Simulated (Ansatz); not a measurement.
## BiAu (rocksalt structure)

Computed with Ansatz (plane waves, PAW, 500 eV cutoff): r²SCAN, scalar-relativistic, no spin polarisation, 10×10×10 k-mesh, Gaussian smearing of 0.05 eV; PAW files: Ansatz's generated set soft_2.

```xyz
2
Lattice="0.0000 2.9408 2.9408 2.9408 0.0000 2.9408 2.9408 2.9408 0.0000" Properties=species:S:1:pos:R:3 pbc="T T T"
Au    2.9408    2.9408    2.9408
Bi    0.0000    0.0000    0.0000
```

The structure was built from a prototype; whether the compound forms in it isn't claimed.

The cell is relaxed to zero pressure at this level.

The cell has space group Fm-3m (read at 0.01 Å). In it the stress is 0.01, 0.01, 0.01, 0.00, 0.00, 0.00 GPa and the largest force component 0.000 eV/Å. Each change below starts from this cell, without further relaxation. Stress is in GPa, positive in compression, in the order xx, yy, zz, yz, xz, xy; energies are counted from the cell above and are free energies with the smearing's entropy, which match forces and stress in a metal.

Q: What happens when atom 2 (Bi) is moved by 0.05 Å along z?

A: The energy changes by 4.5 meV per cell, and the force on it along the shift is -0.181 eV/Å (−F/u = 3.61 eV/Å²). Stress: 0.01, 0.01, 0.23, 0.00, 0.00, 0.00.
```tsv
atom	Fx (eV/Å)	Fy	Fz
Au1	0.000	0.000	0.181
Bi2	0.000	0.000	-0.181
```
In a harmonic crystal the energy would rise by −½F·u = ½ × 3.61 × 0.05² eV = 4.5 meV, which matches.

Q: What stress follows from an engineering strain of -1 % in xy, atoms carried along?

A: 0.02, 0.02, 0.00, 0.00, 0.00, 0.12 GPa; the energy changes by 0.2 meV per cell.
The change of the stress over the strain gives a clamped-atom stiffness of about 11.9 GPa for this component.

Q: All atoms and the cell are disturbed at random:
```xyz
2
Lattice="-0.0099 2.9459 2.9381 2.9163 0.0119 2.9163 2.9438 2.9516 -0.0156" Properties=species:S:1:pos:R:3 pbc="T T T"
Au    2.9295    3.0828    3.0024
Bi   -0.0044   -0.1280   -0.0830
```
Give the energy change, the stress and the forces.

A: 176.0 meV per cell; stress 0.30, 6.11, 2.72, -1.13, 0.10, -0.09 GPa.
| atom | Fx (eV/Å) | Fy | Fz |
| --- | --- | --- | --- |
| Au1 | -0.026 | -1.066 | -0.583 |
| Bi2 | 0.026 | 1.066 | 0.583 |

For elements this heavy, spin–orbit coupling would shift levels and gaps; it isn't included here.
